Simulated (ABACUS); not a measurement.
Set-up for a self-consistent single point of P (P2_1/c, 4 atoms in the cell; from Materials Project mp-157, changed as shown).

```
CELL_PARAMETERS angstrom
      1.61479    -5.35574     0.00000
      1.64775     5.46504     0.00000
      0.00000     0.00000     4.54364
ATOMIC_POSITIONS crystal
  P  0.40414 0.59586 0.91118
  P  0.59586 0.40414 0.08882
  P  0.09586 0.90414 0.41118
  P  0.90414 0.09586 0.58882
```

Computed with PBEsol, PseudoDojo 0.4 standard norm-conserving PBEsol (tails mended) pseudopotentials (plane waves; ABACUS 3.10.1).

ABACUS settings:

* **KPT**: Gamma 8 8 6 0 0 0
* **basis_type**: pw
* **ecutwfc**: 44 Ry
* **smearing_method**: gaussian
* **smearing_sigma**: 0.00734986 Ry
* **potentials**: PseudoDojo 0.4 standard norm-conserving PBEsol (tails mended)
* **symmetry**: 1
* **symmetry_prec**: 1e-05
* **ks_solver**: cg
* **scf_nmax**: 100
* **scf_thr**: 1.0e-09 Ry
* **mixing_type**: broyden
* **mixing_beta**: 0.4

Results:

- Number of valence electrons = 20
- Number of bands = 20
- Number of k-points after the program's reduction = 136
- Number of plane waves (most at a k-point) = 2692
- Number of SCF iterations = 11
- FFT grid = 45 × 45 × 40
- Free energy E − TS = -753.2322 eV
- Fermi level (on the code's own zero) = 7.06 eV
- Pressure = 0.94 GPa
- Largest force (vector length) = 0.443 eV/Å

Forces (eV/Å):
```tsv
atom	Fx	Fy	Fz
P1	-0.153	0.296	0.293
P2	0.153	-0.296	-0.293
P3	0.153	-0.296	0.293
P4	-0.153	0.296	-0.293
```

Stress (GPa, positive for compression):
```
 1.02  -1.53   0.00
-1.53   1.37   0.00
 0.00   0.00   0.43
```

For comparison: a first run was changed to give this one (lattice vector a scaled by 0.98), and from it to this one the free energy goes up by 4.1 meV/atom, the pressure goes from -0.64 to 0.94 GPa and the largest force goes from 0.297 to 0.443 eV/Å.

The structure comes from a collection of computed structures, made at another level of theory; the collection holds predicted forms beside known ones. No clean gap shows at this smearing width and mesh (spacing up to 0.25 Å⁻¹); the mesh is coarse for partly filled bands, so the values carry mesh errors.

Cost on one core: roughly 7 core-minutes.

“Tails mended”: in these copies of the files the far tail of each local potential was reset to the Coulomb form.
